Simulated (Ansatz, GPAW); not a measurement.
This is a calculation of AlSn for Ansatz 0.2.0. The cell comes from a database or a generator and needn't be the stable form of this composition.

input.yaml

```yaml
crystal:
  lattice:
    - [4.1981056157, 0.0, 0.0]
    - [-2.0990528078, 3.6356661109, 0.0]
    - [0.0, 0.0, 3.306847]
  atoms:
    - { symbol: Sn, position: [0.3333333333, 0.6666666667, 0.5] }
    - { symbol: Al, position: [0.0, 0.0, 0.0] }
kpoints:
  mp_grid: { grid: [7, 7, 8] }
scf:
  occupations: { method: gaussian, width: 0.02 }
hamiltonian:
  xc: pbesol
  pseudopotentials: { kind: all_electron, lapw: { basis_error: 0.001 } }
output:
  forces: true
  stress: true
  eigenvalues: true
```

Potentials or basis: all-electron LAPW, scalar-relativistic.

Launch:

```bash
$ ansatz run input.yaml --threads 1 --pin off --max-ram 3072MiB --backend cpu --events-out ev --progress --plain --runs-dir out
```

**Question.** Set up the same calculation for GPAW 26.7.0 (ASE script). Potentials or basis there: PAW data sets generated for this functional, cutoff 600 eV.

**Answer.** As run (cutoffs and basis follow the program's own potentials, and thresholds, step limits or extra output files can differ):

run.py

```python
from ase.dft.bandgap import bandgap
from ase.io import read, write
from ase.units import GPa
from gpaw import GPAW, PW, setup_paths

setup_paths.insert(0, '.')

atoms = read('POSCAR')

calc = GPAW(mode=PW(600),
            xc='PBEsol',
            kpts={'size': (7, 7, 8), 'gamma': True},
            occupations={'name': 'methfessel-paxton', 'order': 0, 'width': 0.02},
            nbands=17,
            convergence={'density': 1e-05, 'energy': 1e-05},
            maxiter=150,
            txt='gpaw.txt')
atoms.calc = calc
energy = atoms.get_potential_energy()
forces = atoms.get_forces()
stress = atoms.get_stress()
calc.write('gs.gpw')
write('result.traj', atoms)
print(f'Energy: {energy:.6f} eV')
print('Forces (eV/A):')
print(forces.round(4))
print('Stress (GPa):', (stress / GPa).round(3))
print('Fermi level:', round(calc.get_fermi_level(), 4), 'eV')
print(f'Gap: {bandgap(calc)[0]:.4f} eV, direct: {bandgap(calc, direct=True)[0]:.4f} eV')
```

File POSCAR:

```
AlSn
1.0
    4.1981056157      0.0000000000      0.0000000000
   -2.0990528078      3.6356661109      0.0000000000
    0.0000000000      0.0000000000      3.3068470000
Sn Al
1 1
Direct
    0.3333333333      0.6666666667      0.5000000000
    0.0000000000      0.0000000000      0.0000000000
```

Potentials or basis: PAW data sets generated in the run's folder for this functional, pw.

Run with:

```sh
$ gpaw-setup -f PBEsol Al Sn
$ OMP_NUM_THREADS=1 python run.py
```

Both were run:

|  | Ansatz | GPAW |
| --- | --- | --- |
| Pressure | -1.8 GPa | -1.9 GPa |

Where Ansatz's input types no cutoff or centring, it takes its own default and a Γ-centred mesh.

Pressure is positive in compression.
